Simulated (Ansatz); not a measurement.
La (diamond, Fd-3m) at seven volumes, PBE (plane waves, PAW; program Ansatz), scaled uniformly. One row is withheld.

```csv
V (Å³/atom),P (GPa)
33.870,5.51
34.987,3.30
36.103,1.48
37.220,0.00
38.336,?
39.453,-2.14
40.570,-2.89
```

Task: Fit the shown pressures and predict the withheld one.

Result: P = (3/2)B₀(x^(7/2) − x^(5/2))[1 + (3/4)(B′ − 4)(x − 1)] with x = (V₀/V)^(2/3). Least squares on the six rows gives V₀ = 37.228 Å³/atom, B₀ = 43.8 GPa, B′ = 6.09. At V = 38.336, x = 0.9806 and P = -1.17 GPa. The run itself gave -1.19 GPa.

The start of the workflow was typed in or built on a structure type; neither database checked (COD, Materials Project) lists it. It is not the phase usual at ambient conditions (space group No. 194). The cell was relaxed with PBE under the symmetry of its start; its stability against distortions is not shown here. The volume moved by -37 % from the start of the relaxation. Spin–orbit coupling is left out wherever it is not named.

Potentials: the later of the program's two PAW sets.
